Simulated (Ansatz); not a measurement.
Input file for Ansatz (a program for electronic structure):

Ansatz 0.2 input:
```yaml
crystal:
  lattice:
    - [4.1741894561, 0.0, 0.0]
    - [0.0, 7.210234464, 0.0]
    - [-1.5806602748, 0.0, 3.8639016496]
  atoms:
    - { symbol: Ag, position: [0.5, 0.0, 0.5] }
    - { symbol: Ag, position: [0.5, 0.5, 0.5] }
    - { symbol: Ag, position: [0.1068041439, 0.25, 0.8929222143] }
    - { symbol: Ag, position: [0.8931958561, 0.75, 0.1070777857] }
    - { symbol: S, position: [0.7268079692, 0.25, 0.2729998392] }
    - { symbol: S, position: [0.2731920308, 0.75, 0.7270001608] }
kpoints:
  mp_grid: { grid: [4, 3, 4] }
hamiltonian:
  xc: hse06
  pseudopotentials: { kind: paw }
scf:
  n_extra_bands: 6
  occupations: { method: fixed }
output:
  eigenvalues: true
  eigenstates:
    e_range: [-9.0, 9.4]
    kpoints:
      - [0.0, 0.0, 0.0]  # VBM
      - [0.0, 0.0, 0.0]  # CBM
```

Output (shortened):

```
Pseudopotential: Ag, paw, valence charge 19
Pseudopotential: S, paw, valence charge 6
Functional definition: HSE06
davidson cushion auto → on  (no smearing: the cushion is to keep the highest requested band from converging to the state above it …
Crystal: 6 atoms, lattice volume = 116.291 Å³
Basis set: ecut = 420 eV, 2257 PW (Γ)
Bands: 50, of which v1, the nominal top of the filled ones, is band 44 counted from 1 (43 counted from 0)
Symmetry: 4 space group operations
Space group: P21/m (ITA 11), of the structure as read, at distance tolerance 4.9e-5 Å
k-points: 20 of 48
SCF iter   1: F=—  HF=-32166.491709 eV  |F-HF|=—  |Δ(HF+E_count)|=         —  Δρ=2.76e-3  dr2=7.01e-3  ethr=1.77e-3  ⟨swp⟩=7.0  Hψ=4186  notcnv=0
preconditioner: auto → none
SCF iter   2: F=—  HF=-32166.491095 eV  |F-HF|=—  |Δ(HF+E_count)|=   6.14e-4  Δρ=1.25e-3  dr2=1.28e-3  ethr=7.96e-6  ⟨swp⟩=4.0  Hψ=3150  notcnv=0  defer=3
SCF iter   3: F=—  HF=-32166.491013 eV  |F-HF|=—  |Δ(HF+E_count)|=   8.13e-5  Δρ=5.61e-4  dr2=2.07e-4  ethr=1.46e-6  ⟨swp⟩=3.0  Hψ=2782  notcnv=0
SCF iter   4: F=-32166.491114 eV  HF=-32166.491097 eV  |F-HF|=1.75e-5  |Δ(HF+E_count)|=   8.36e-5  Δρ=2.61e-4  dr2=3.93e-5  ethr=2.35e-7  ⟨swp⟩=3.0  Hψ=2606  notcnv=0
SCF 1 stopped early in 4 iterations: F = -32166.491114 eV  dr2 = 3.93e-5
Crystal: 6 atoms, lattice volume = 116.291 Å³
Exchange kernel: α = 0.2500, screened, ω = 0.2079 Å⁻¹, Wigner–Seitz truncation, v(0) = 1040.2612 eV·Å³, q-mesh 4×3×4, nearest image of the exchange supercell L …
Frozen-core exchange: fock
SCF iter   1: F=—  HF=-32180.986370 eV  |F-HF|=—  |Δ(HF+E_count)|=         —  Δρ=1.25e-2  dr2=2.17e-1  ethr=4.47e-7  ⟨swp⟩=6.7  Hψ=5076  notcnv=0
preconditioner: auto → none
SCF iter   2: F=—  HF=-32180.934025 eV  |F-HF|=—  |Δ(HF+E_count)|=   5.23e-2  Δρ=6.00e-3  dr2=3.24e-2  ethr=4.47e-7  ⟨swp⟩=5.0  Hψ=4512  notcnv=0
SCF iter   3: F=—  HF=-32180.954572 eV  |F-HF|=—  |Δ(HF+E_count)|=   2.05e-2  Δρ=2.50e-3  dr2=7.03e-3  ethr=4.47e-7  ⟨swp⟩=4.5  Hψ=3853  notcnv=0
SCF iter   4: F=—  HF=-32180.952869 eV  |F-HF|=—  |Δ(HF+E_count)|=   1.70e-3  Δρ=1.07e-3  dr2=9.87e-4  ethr=4.47e-7  ⟨swp⟩=3.6  Hψ=2898  notcnv=0
SCF iter   5: F=—  HF=-32180.954822 eV  |F-HF|=—  |Δ(HF+E_count)|=   1.95e-3  Δρ=7.71e-4  dr2=6.93e-4  ethr=4.47e-7  ⟨swp⟩=3.2  Hψ=2957  notcnv=0
iter 6 solved again at ethr=4.07e-9 eV; its pass at ethr=4.47e-7 eV (dr2=3.58e-6 eV) is discarded
SCF iter   6: F=-32180.954615 eV  HF=-32180.954617 eV  |F-HF|=2.22e-6  |Δ(HF+E_count)|=   2.05e-4  Δρ=6.23e-5  dr2=6.32e-6  ethr=4.07e-9  ⟨swp⟩=2.6  Hψ=5044  notcnv=0
SCF 2 stopped early in 6 iterations: F = -32180.954615 eV  dr2 = 6.32e-6
hybrid outer 1: dexx = +3.631e-2 eV, tail = 8.12e-5 eV
Crystal: 6 atoms, lattice volume = 116.291 Å³
Exchange kernel: α = 0.2500, screened, ω = 0.2079 Å⁻¹, Wigner–Seitz truncation, v(0) = 1040.2612 eV·Å³, q-mesh 4×3×4, nearest image of the exchange supercell L …
Frozen-core exchange: fock
SCF iter   1: F=—  HF=-32180.954785 eV  |F-HF|=—  |Δ(HF+E_count)|=         —  Δρ=8.45e-5  dr2=6.73e-6  ethr=4.62e-7  ⟨swp⟩=3.0  Hψ=2525  notcnv=0
preconditioner: auto → none
iter 2 solved again at ethr=2.55e-10 eV; its pass at ethr=6.38e-9 eV (dr2=2.25e-7 eV) is discarded
SCF iter   2: F=—  HF=-32180.954784 eV  |F-HF|=—  |Δ(HF+E_count)|=   1.28e-6  Δρ=2.36e-5  dr2=3.35e-7  ethr=2.55e-10  ⟨swp⟩=2.2  Hψ=4972  notcnv=0
SCF iter   3: F=—  HF=-32180.954785 eV  |F-HF|=—  |Δ(HF+E_count)|=   8.05e-7  Δρ=1.57e-5  dr2=2.03e-7  ethr=2.55e-10  ⟨swp⟩=4.2  Hψ=3082  notcnv=0
SCF iter   4: F=-32180.954785 eV  HF=-32180.954785 eV  |F-HF|=2.18e-10  |Δ(HF+E_count)|=   4.04e-8  Δρ=3.03e-6  dr2=8.81e-9  ethr=2.18e-10  ⟨swp⟩=3.0  Hψ=2638  notcnv=0
SCF 3 converged in 4 iterations: F = -32180.954785 eV  dr2 = 8.81e-9
hybrid outer 2: dexx = +1.409e-6 eV, tail = 7.77e-8 eV, Δε = 2.15e-3 eV (about 7.03e-5 eV left of the loop's levels)
the search or the solves at the SCF's close seem to have found levels that the self-consistency loop had missed (the run counts 1) …
NSCF: frozen V_eff on 2 k-points
hybrid SCF converged: 2 outer / 10 inner (+4 warm-up), last move |dexx| = 1.41e-6 eV, tail = 7.77e-8 eV
Stability not checked (fock_operator)
Free energy (F): -32180.954785 eV
Frozen-core exchange: fock
Harris-Foulkes:  -32180.954785 eV  (|F-HF|=2.18e-10)
Internal energy: -32180.954785 eV  (E = F + TS)
E sigma→0 (E₀):  -32180.954785 eV
Fermi energy:    10.833369 eV
--- Per-component energies (eV) ---
  E_band       = -1462.952881
  E_kinetic    = 2332.720333
  E_local      = -11447.783516  (includes V_loc(G=0)·N_el)
  E_nonlocal   = 386.926376
  E_hartree    = 5139.390400
  E_xc         = -745.141136
  E_vxc        = -882.724726  (∫ρ·V_xc dr)
  E_exx        = -342.894299  (= α·E_x^exact, valence–valence)
  E_paw        = -16676.281355  (= ΣΔE_a)
  E_vpaw       = -1445.087454  (= ΣTr[D̂ρ^β])
  E_aug_tail   = 0.001254  (compensation charges beyond the density's cutoff)
  E_ewald      = -10825.390761
  E_core_change = -2.502080  (= ΣΔE_core)
  E_smearing   =  0.000000  (= −TS)
  E_closure    =  0.000000  (closes the sum)
  Σ components = -32180.954785   (vs F -32180.954785, Δ=-3.64e-12)
  [band-id]    e_kinetic+e_local+e_nonlocal+2·e_hartree+e_vxc+2·e_exx+e_vpaw+e_augmentation_tail = -1462.955531   (vs E_band -1462.952881, Δ=-2.65e-3)
--- Band table (eV; the first three rows and the last of 20) ---
  k-point 0: bands = ["-84.8111", "-84.8108", "-84.7040", "-84.7039", "-47.0681", "-47.0653", "-46.9921", "-46.9777", "-46.9366", "-46.9364", "-46.9240", "-46.9098", "-46.9048", "-46.8987", "-46.8613", "-46.8608", "-3.7160", "-3.0582", "4.3179", "4.4872", …
  k-point 1: bands = ["-84.8110", "-84.8108", "-84.7040", "-84.7040", "-47.0710", "-47.0643", "-46.9863", "-46.9826", "-46.9386", "-46.9359", "-46.9193", "-46.9163", "-46.9013", "-46.8991", "-46.8611", "-46.8602", "-3.4786", "-2.9198", "4.3962", "4.4253", …
  k-point 2: bands = ["-84.8109", "-84.8108", "-84.7041", "-84.7040", "-47.0738", "-47.0633", "-46.9869", "-46.9792", "-46.9400", "-46.9349", "-46.9239", "-46.9156", "-46.9034", "-46.8948", "-46.8614", "-46.8593", "-3.2071", "-2.7809", "4.0158", "4.3418", …
  k-point 19: bands = ["-84.8109", "-84.8108", "-84.7040", "-84.7040", "-47.0674", "-47.0663", "-46.9901", "-46.9825", "-46.9384", "-46.9359", "-46.9195", "-46.9120", "-46.9036", "-46.9016", "-46.8608", "-46.8592", "-3.1454", "-3.0125", "4.6187", "4.7636", …
```

Cost: about 2.4 core-minutes (a rough figure) on shared cores.

The points marked VBM and CBM come from a semilocal run.

Space group Cmcm. The workflow started from a Materials Project entry (that database holds measured and hypothetical structures alike); the Crystallography Open Database copy checked does not list it. COD files the formula under space group No. 4, 14, so this cell is another polymorph or a model. Its standing as an ambient phase is unchecked. The PBEsol relaxation kept the symmetry of its start; its stability against distortions is not shown here. No spin polarisation was allowed. Point labels and valley counts follow the cell and symmetry of the run, lower than the named group. Scalar-relativistic: spin–orbit coupling is off unless named, which matters more the heavier the elements.

Potentials: the later of the program's two PAW sets.

Ansatz is a plane-wave DFT program.
